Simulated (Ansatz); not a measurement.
Equation of state of CsEu3 under PBE

```
Eu Cs
1.0
     0.00000    4.76853    4.76853
     4.76853    0.00000    4.76853
     4.76853    4.76853    0.00000
Eu Cs
3 1
Direct
  0.50000 0.50000 0.50000
  0.75000 0.75000 0.75000
  0.25000 0.25000 0.25000
  0.00000 0.00000 0.00000
```

The cell comes from a database or a generator and needn't be the stable form of this composition.

The cell was scaled at fixed shape and fractions and run with Ansatz, Ansatz PAW, cutoff 420 eV; PBE, k mesh 5 × 5 × 5 on the cell of 4 atoms, fermi-dirac occupations of 0.05 eV, collinear spin, ferromagnetic start, no spin-orbit coupling. Energies are those that the program minimises, any entropy of the smearing included. For a metal such a mesh isn't converged to the digits shown. The magnetic state is the one that the start led to, which needn't be the lowest. Plain semilocal runs treat an open f shell poorly.

| V (Å³/atom) | energy over the lowest row (meV/atom) |
| --- | --- |
| 50.9626 | 2.092 |
| 52.0470 | 0.429 |
| 53.1313 | 0.000 |
| 54.2156 | 0.716 |
| 55.2999 | 2.512 |
| 56.3842 | ? |
| 57.4685 | 8.785 |

Problem. Fit the third-order Birch-Murnaghan form, give V0, B0 and B′, and predict the energy left open.

Solution. With y = (V0/V)^(2/3), E = E0 + (9 V0 B0/16) [(y - 1)³ B′ + (y - 1)² (6 - 4y)]. Least squares through the rows shown give V0 = 52.9672 Å³/atom, E0 = -0.011 meV, B0 = 8.378 GPa (1 eV/Å³ = 160.218 GPa) and B′ = 3.70, with a largest miss of 0.015 meV. At V = 56.3842 the form with these constants gives 5.213 meV; the run gave 5.216 meV an atom.
